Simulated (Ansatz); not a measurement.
Input:

La2O3 (A-La2O3 type, space group P-3m1)

Space group P-3m1 (No. 164); a = b = 3.9403 Å, c = 6.1880 Å, α = β = 90.00°, γ = 120.00°

| atom | site | symmetry | x | y | z |
|---|---|---|---|---|---|
| La | 2d | 3m. | 0.3333 | 0.6667 | 0.2474 |
| O | 1a | -3m. | 0.0000 | 0.0000 | 0.0000 |
| O | 2d | 3m. | 0.6667 | 0.3333 | 0.3547 |

Equation-of-state scan: isotropic scaling of the cell above, V₀ being its volume. The atoms relax within the cell's symmetry.

Method: PBE (plane waves to 420 eV, PAW, scalar-relativistic; Ansatz, an electronic-structure program). k mesh 10×10×6 (Γ-centred), Fermi-Dirac smearing 0.05 eV. Energies are smeared free energies. Stress and pressure are positive under compression. With the shape held, the modulus is that of even scaling; a crystal free to change shape is softer. La2O3 is run without spin polarisation. La2O3 was relaxed with its symmetry unable to fall. ΔE is measured from the relaxed starting cell.

The scan covers V/V₀ from 0.840 to 1.160 in 9 points.

Task: What is ΔE at V/V₀ = 0.840?

Result: 215.2 meV/atom.

Task: What is ΔE at V/V₀ = 1.160?

Result: 119.4 meV/atom.

Task: What pressure does the cell carry at V/V₀ = 0.840?

Result: 30.2 GPa.

(Under strain, the slope of the energy per volume gives the stress and its curvature an elastic modulus.)
